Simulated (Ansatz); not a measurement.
LiNbO₃:
```cif
data_Li6Nb6O18
_chemical_formula_sum 'Li6 Nb6 O18'
_space_group_name_H-M_alt 'R3c :H'
_space_group_IT_number 161
_space_group_name_Hall 'R 3 -2"c'
_cell_length_a 5.18948
_cell_length_b 5.18948
_cell_length_c 14.01531
_cell_angle_alpha 90.000
_cell_angle_beta 90.000
_cell_angle_gamma 120.000
loop_
_atom_site_label
_atom_site_type_symbol
_atom_site_symmetry_multiplicity
_atom_site_Wyckoff_symbol
_atom_site_fract_x
_atom_site_fract_y
_atom_site_fract_z
_atom_site_occupancy
Li1 Li 6 a 0.00000 0.00000 0.20684 1
Nb1 Nb 6 a 0.00000 0.00000 0.48807 1
O1 O 18 b 0.00880 0.38062 0.25862 1
```
(The calculation used a cell of 10 atoms; values per cell refer to that cell.)

Relaxed with PBE. The program Ansatz at the PBE level (PAW) gives a gap of 3.53 eV.

Q: What gap does HSE06 give on the same cell (Ansatz, PAW)?

A: 4.97 eV, 1.43 eV more. The hybrid was solved on a coarser mesh and at special points; the gap given is the minimum over both.

```csv
k,v1 PBE,c1 PBE,v1 HSE06,c1 HSE06
Γ,-0.01,3.58,…,…
T,-0.31,4.56,-0.35,6.11
L,-0.22,3.84,…,…
F,-0.19,3.66,…,…
S0,-0.12,3.54,-0.13,4.97
H0,-0.26,3.86,…,…
```

Q: Top valence (v1) and lowest conduction level (c1) in eV from each method's valence maximum (which need not be a listed point): supply the withheld HSE06 values.

A: 
- L, v1 HSE06: -0.25
- L, c1 HSE06: 5.30
- Γ, v1 HSE06: 0.00
- Γ, c1 HSE06: 5.02
- F, v1 HSE06: -0.22
- F, c1 HSE06: 5.10
- H0, v1 HSE06: -0.29
- H0, c1 HSE06: 5.32

Cost on shared cores: the PBE run (SCF on a 7×7×7 mesh, then bands and DOS) around 3 core-minutes (rough), the HSE06 run (SCF on 4×4×4, then a few points) around 7 core-minutes (rough); the tasks are unlike.

The cell was relaxed with PBE under the symmetry of its start. No spin polarisation was allowed. Scalar-relativistic: spin–orbit coupling is off unless named, which matters more the heavier the elements.

Potentials: the later of the program's two PAW sets.
